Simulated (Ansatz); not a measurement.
Convergence test, IrRu

Computed with DFT PBEsol, scalar-relativistic, plane waves, PAW (Ansatz).

```xyz
2
Lattice="2.7249 0.0000 0.0000 -1.3625 2.3598 0.0000 0.0000 0.0000 4.3307" Properties=species:S:1:pos:R:3 pbc="T T T"
Ru    1.3625    0.7866    0.0000
Ir    0.0000    0.0000    2.1653
```

```json
{
 "Γ-centred k-mesh": "18×18×10",
 "occupation rule": "Gaussian smearing, 0.1 eV",
 "spin treatment": "unpolarised",
 "valence charge of the PAW sets": "Ru 16, Ir 17"
}
```

The atoms are held and the plane-wave cutoff is swept. Energies are extrapolated to zero smearing and count from the reference run, 500 eV. The cell isn't necessarily relaxed at this level. Spin–orbit coupling is left out. Pressure is positive in compression and holds a correction for the finite cutoff (Pulay stress).

```csv
cutoff (eV),ΔE (meV/atom),P (GPa),plane waves at Γ
250,1532,3.90,251
300,165,-6.55,313
350,11.9,-6.05,391
420,1.66,-5.95,549
500,0.00,-5.98,687
```